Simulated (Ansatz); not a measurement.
A trial structure of AlCoC4N4 was built thus: two interpenetrating cyanide-bridged diamond nets (P-43m, No. 215). Its size is a rough estimate.

```yaml
crystal:
  lattice:
    - [5.83412, 0.00000, 0.00000]
    - [0.00000, 5.83412, 0.00000]
    - [0.00000, 0.00000, 5.83412]
  atoms:
    - { symbol: Al, position: [0.00000, 0.00000, 0.00000] }
    - { symbol: Co, position: [0.50000, 0.50000, 0.50000] }
    - { symbol: C, position: [0.18555, 0.18555, 0.18555] }
    - { symbol: C, position: [0.18555, 0.81445, 0.81445] }
    - { symbol: C, position: [0.81445, 0.18555, 0.81445] }
    - { symbol: C, position: [0.81445, 0.81445, 0.18555] }
    - { symbol: N, position: [0.30134, 0.30134, 0.30134] }
    - { symbol: N, position: [0.30134, 0.69866, 0.69866] }
    - { symbol: N, position: [0.69866, 0.30134, 0.69866] }
    - { symbol: N, position: [0.69866, 0.69866, 0.30134] }
```

All numbers below come from DFT PBE, scalar-relativistic, plane waves, PAW (Ansatz). Cutoff 420 eV, Gaussian smearing, Γ-centred meshes. Cell and atoms relax first on a coarse mesh and then on a finer one. In between, the cell is made exact in the group found at 0.06 Å. In metals the finer mesh still leaves noise of several meV/atom or more. The steps can't lower the symmetry of their start. Collinear spin, starting moments Co 3.0 μB.

A guess keeps its type if space group and coordination stay and the shape of the cell changes little (axis ratios within about 15 %, angles within 6°); the volume may change.

Problem. Does it keep its structure type, or change into something else?

Solution. It keeps its type. The symmetry stays P-43m (No. 215). The volume per atom shrinks by 1.0 %, from 19.9 to 19.7 Å³. The shortest distance stays 1.17 Å (C–N). Counting neighbours within 15 % of an atom's shortest distance, the start has Al 4, C 1, Co 4, N 1 and the end Al 4, C 1, Co 4, N 1.

Energies over the elements count from the elements' standard structures at the same level (N₂ as a molecule), with no fitted energy shifts.

Problem. At what energy does it end?

Solution. +0.28 eV/atom. The separate elements lie lower, so it is unstable against them.

The last run used collinear spin, an 8×8×8 mesh for its 10-atom cell and Gaussian smearing of 0.10 eV. In such compounds of Co a zero gap at this level may well be an artefact, since no Hubbard U is applied. The reference form of C is held partly by dispersion forces, which this level lacks. Another magnetic order may lie lower. A structure relaxed within its symmetry needn't be a true minimum. Another cell of AlCoC4N4 relaxed alike, in P-43m, lies 182 meV/atom lower, so this cell isn't the stable form at this level.
